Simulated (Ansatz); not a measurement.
C:
Space group Pm-3m (No. 221); a = b = c = 1.773 Å, α = β = γ = 90.00°

| atom | site | symmetry | x | y | z |
|---|---|---|---|---|---|
| C | 1a | m-3m | 0.0000 | 0.0000 | 0.0000 |

Relaxed with r²SCAN+D4.

Question: Tabulate the valence density and the electron localisation function along the shortest C–C contact (1.77 Å), DFT-r²SCAN+D4 in the program Ansatz with PAW potentials.

Answer: 

| distance from C (Å) | density (e/Å³) | ELF |
|---|---|---|
| 0.18 | 1.48 | 0.07 |
| 0.27 | 1.57 | 0.20 |
| 0.35 | 1.59 | 0.42 |
| 0.44 | 1.52 | 0.62 |
| 0.53 | 1.38 | 0.75 |
| 0.62 | 1.22 | 0.80 |
| 0.71 | 1.08 | 0.82 |
| 0.80 | 0.99 | 0.81 |
| 0.89 | 0.96 | 0.80 |
| 0.98 | 0.99 | 0.81 |
| 1.06 | 1.08 | 0.82 |
| 1.15 | 1.22 | 0.80 |
| 1.24 | 1.38 | 0.75 |
| 1.33 | 1.52 | 0.62 |
| 1.42 | 1.59 | 0.42 |
| 1.51 | 1.57 | 0.20 |
| 1.60 | 1.48 | 0.07 |

The density is the valence pseudo-density with augmentation charge, so density and ELF within about 1 Å of a nucleus are not all-electron values.

The start of the workflow was typed in or built on a structure type; neither database checked (COD, Materials Project) lists it. It is not the phase usual at ambient conditions (space group No. 194, 227). The cell was relaxed with r²SCAN+D4 under the symmetry of its start; its stability against distortions is not shown here. The volume moved by -25 % from the start of the relaxation.

Potentials: the earlier of the program's two PAW sets.
